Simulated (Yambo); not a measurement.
A G0W0@PBEsol run in Yambo for BiBr3 (space group C2/m, No. 12) (2×2×2 Γ-centred k mesh, 309 bands and a 6 Ry block in the screening, 309 bands in G with the Bruneval-Gonze terminator, plasmon pole fitted at 27.2 eV) gives these matrix elements, in eV, at the band edges ((0, 0, -0.5) → (0, 0, -0.5)):

| state | E0 | <Vxc> | <Σx> | <Σc(E0)> | Z |
|---|---|---|---|---|---|
| valence edge | 0.000 | -13.346 | -15.882 | 1.627 | 0.797 |
| conduction edge | 2.618 | -10.901 | -7.936 | -2.648 | 0.821 |

Q: Solve the linearised quasiparticle equation for both states, give the gap, and say how exchange and correlation each act on it.

A: E = E0 + Z(Σx + Σc − Vxc). Valence: 0.000 + 0.797 × (-15.882 + (1.627) − (-13.346)) = -0.72 eV. Conduction: 2.618 + 0.821 × (-7.936 + (-2.648) − (-10.901)) = 2.88 eV. The gap is 3.60 eV, against 2.62 eV in PBEsol. Replacing Vxc by bare exchange alone would open it by 5.50 eV; correlation takes back 4.27 eV of that, and Z scales what is left. Nearest settings tried, and what they do to the gap: 117 bands in G: -4 meV; 3 Ry block (177 vectors against 471): -135 meV. Not varied: bands in W, mesh. So the settings aren't converged at that level. The k mesh is coarse. Spin-orbit coupling is left out; with 6p states at a band edge it can lower the gap by many tenths of an eV, most of a small gap.

The standard potential for Bi keeps a d shell in the valence without the s and p states of that shell. In tests on such compounds this moved G0W0 gaps by up to about 0.9 eV, so absolute quasiparticle energies here are unreliable; differences between settings are what counts.

Geometry relaxed with PBE+D3(BJ); primitive cell a = 7.1476 Å, b = 7.1476 Å, c = 6.8578 Å, α = 100.07°, β = 100.07°, γ = 119.89°.
